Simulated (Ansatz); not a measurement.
The elements of this relaxed trial crystal are hidden behind letters.

```
lattice vectors (Å)
   6.1467    0.0000    0.0000
   0.0000    6.1467    0.0000
   0.0000    0.0000    3.2703
fractional positions
X 0.0000 0.0000 0.0000
Z 0.5000 0.5000 0.0000
Q 0.7823 0.5000 0.5000
Q 0.2177 0.5000 0.5000
Q 0.5000 0.7823 0.5000
Q 0.5000 0.2177 0.5000
```

Level of theory: Ansatz 0.2.0, DFT PBE, scalar-relativistic, plane waves, PAW, and for the lanthanide a 4f-in-core norm-conserving potential. Plane waves to 690 eV, a 4×4×8 mesh through Γ for the 6-atom cell and 0.02 eV Gaussian smearing; no spin polarisation.

| Item | Value |
| --- | --- |
| Space group | P4/mmm (No. 123) |
| Conventional cell | a = 6.147 Å, c = 3.270 Å |
| Volume per atom | 20.59 Å³ |
| Density | 4.83 g/cm³ |
| Formation energy | −3.271 eV/atom |
| Gap on the 4×4×8 mesh of the 6-atom cell | 4.73 eV |

Energies are uncorrected and count from the elements' standard states at the same level.

Question: X is an s-block element of period 6, Z is a lanthanide and Q is a p-block element of period 2. Which elements are they?

Answer: X = Cs, Z = Sm, Q = F, so the formula is CsSmF4. Density times volume gives a mean mass of 4.83 × 20.59/1.6605 = 59.9 u per atom, and this set has 59.9 u. Cs is surrounded by 2 Cs at 3.27 Å, 16 F at 3.73 Å and 4 Sm at 4.35 Å; around Sm lie 8 F at 2.38 Å, 2 Sm at 3.27 Å and 4 Cs at 4.35 Å; around F lie 2 Sm at 2.38 Å, 2 F at 2.45 Å, 1 F at 2.68 Å, 2 F at 3.27 Å, 1 F at 3.47 Å and 4 Cs at 3.73 Å. Other sets within the hints have nearly the same mass, so mass alone doesn't settle it; this one was computed.

Kohn–Sham gaps at this level usually fall short of measured ones. Symmetry constrained the relaxation, so the result can be a saddle point. Another cell of CsSmF4 relaxed alike, in P4/mmm, lies 0.36 eV/atom lower, so this cell isn't the stable form at this level.

The lanthanide is trivalent by construction, without f bands, f moments or other valences. The reference runs of the other elements, and any phases without the lanthanide, used 420 eV, which shifts energies against them by under 10 meV/atom. The lanthanide's reference is the lowest of its hcp, dhcp and fcc cells.
